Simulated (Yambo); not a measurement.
Yambo run on NH4Br (space group P-43m, No. 215). The wavefunctions are PBEsol (pw.x of Quantum ESPRESSO, ONCV potentials, scalar-relativistic) ones on a 4×4×4 mesh (8 occupied bands); a = 4.000 Å, b = 4.000 Å, c = 4.000 Å, α = 90.00°, β = 90.00°, γ = 90.00°.

Yambo input:

```
rim_cut
gw0
dyson
el_el_corr
HF_and_locXC
ppa
em1d
RandQpts= 1000000
RandGvec= 1 Ry
EXXRLvcs= 84 Ry
VXCRLvcs= 336 Ry
Chimod= "HARTREE"
% BndsRnXp
 1 | 141 |
%
NGsBlkXp= 10 Ry
% LongDrXp
 1.0 | 1.0 | 1.0 |
%
PPAPntXp= 55 eV
% GbndRnge
 1 | 141 |
%
GTermKind= "BG"
DysSolver= "n"
ExtendOut
% QPkrange
 1 | 1 | 8 | 9 |
 6 | 6 | 8 | 8 |
%
```

k points by index: 1 = Γ, 6 = M.

The o-*.qp file then holds:

```
#    K-point    Band    Eo [eV]    E [eV]    E-Eo [eV]    Vxc [eV]    Vnlxc [eV]    Sc|Eo [eV]    Sc|E [eV]    dSc/dw|Eo [eV]    Re(Z)    Im(Z)
#
    1    8    -0.077109    -1.809022    -1.731913    -13.01404    -16.72527    1.603307    1.979319    -5.907410    0.821627    -0.001339
    1    9    4.090967    4.813725    0.722758    -9.314573    -5.069631    -3.405265    -3.522184    -4.401480    0.860769    -0.816497E-3
    6    8    0.000000    -1.736913    -1.736913    -12.86895    -16.58020    1.596381    1.974335    -5.920807    0.821295    -0.001345
```
(The two width columns are left out.) Convergence of these settings isn't established.

Spin-orbit coupling is not included.

Geometry of the Materials Project entry, not relaxed at this level.
